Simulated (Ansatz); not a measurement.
According to PBE in the plane-wave PAW code Ansatz, MoRu in the rock salt structure (Fm-3m) relaxes to a = 5.101 Å. Ru has 6 nearest neighbours from 2.55 Å (octahedral); Mo has 6 nearest neighbours from 2.55 Å (octahedral). Against the elements it lies at 0.88 eV/atom, with no fitted shifts.

Electronic character: metallic (no gap). Gap from PBE with spin–orbit coupling: none (metallic).

The bulk modulus is 214 GPa.

The start of the workflow was typed in or built on a structure type; neither database checked (COD, Materials Project) lists it. Its standing as an ambient phase is unchecked. The PBE relaxation kept the symmetry of its start; its stability against distortions is not shown here. The run is not spin-polarised. Its formation energy is positive at this level, so the cell may be metastable or incomplete. The references are the lowest solids computed at this level, not always the standard phases. Scalar-relativistic: spin–orbit coupling is off unless named, which matters more the heavier the elements.

Potentials: the earlier of the program's two PAW sets.
